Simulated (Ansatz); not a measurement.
Sn3GeTe4: a bulk modulus from differences

It was reached by relaxing an invented guess, and it needn't be the stable form of this composition.

The calculation used Ansatz 0.2.0, DFT PBE, scalar-relativistic, plane waves, PAW. Plane waves to 420 eV, a 6×6×6 mesh through Γ for the 8-atom cell and 0.01 eV Gaussian smearing; no spin polarisation.

```
Sn Ge Te
1.0
     4.46918    2.58028    3.74867
    -4.46918    2.58028    3.74867
     0.00000   -5.16057    3.74867
Sn Ge Te
3 1 4
Cartesian
  2.2321 1.2887 1.9255
  -2.2321 1.2887 1.9255
  0.0000 -2.5774 1.9255
  0.0000 0.0000 5.4209
  -2.1548 -1.2441 4.0070
  2.1548 -1.2441 4.0070
  0.0000 2.4882 4.0070
  0.0000 0.0000 0.2182
```

The cell was set to several volumes, with shape and atoms relaxed at each where symmetry leaves them free. Pressure is positive in compression, and energies count from the lowest row.

```csv
row,V (Å³/atom),P (GPa),ΔE (meV/atom),gap on mesh (eV)
1,28.531,5.73,61.1,0.06
2,29.504,3.90,32.0,0.06
3,30.476,?,?,?
4,31.449,1.05,3.1,0.15
5,32.422,0.02,0.0,0.22
6,33.394,-0.79,2.5,0.30
7,34.367,-1.37,9.2,0.39
8,35.664,-1.89,22.6,0.49
```

Question: Find B = −V·ΔP/ΔV from rows 4 and 6 and from rows 1 and 2, and from the two its slope B′ and its value B0 at zero pressure.

Answer: Rows 4 and 6 give −(31.449 + 33.394)/2 × (-0.79 − (1.05))/(33.394 − 31.449) = 30.7 GPa at a mean pressure of 0.13 GPa. Rows 1 and 2 give −(28.531 + 29.504)/2 × (3.90 − (5.73))/(29.504 − 28.531) = 54.6 GPa at a mean pressure of 4.82 GPa. So B′ = (54.6 − 30.7)/(4.82 − (0.13)) = 5.10 and B0 = 30.7 − 5.10 × (0.13) = 30.0 GPa. A third-order Birch–Murnaghan fit to all the energies gives B0 = 29.3 GPa and B′ = 6.9.

Question: Estimate the pressure and energy of row 3.

Answer: From row 5, V0 = 32.422 × (1 + (0.02)/30.0) = 32.444 Å³/atom. Murnaghan's form P = (B0/B′)·[(V0/V)^B′ − 1] gives (30.0/5.10) × [(32.444/30.476)^5.10 − 1] = 2.21 GPa; the computed pressure is 2.33 GPa, so the estimate is off by -0.12 GPa. The work of compression from row 4, with the mean of the two pressures, gives ΔE = 3.1 + (2.21 + 1.05)/2 × (31.449 − 30.476)/160.2 × 1000 = 13.0 meV/atom (1 eV/Å³ = 160.2 GPa); the computed value is 13.3 meV/atom. Its gap on the mesh is 0.09 eV.

Spin–orbit coupling, which can matter for Te, is left out. Kohn–Sham gaps at this level usually fall short of measured ones. The missing spin–orbit coupling can work the other way here. Small gaps are read on the mesh alone, and bands can cross between its points. All volumes keep the k mesh of the relaxed cell. Symmetry constrained the relaxation, so the result can be a saddle point.
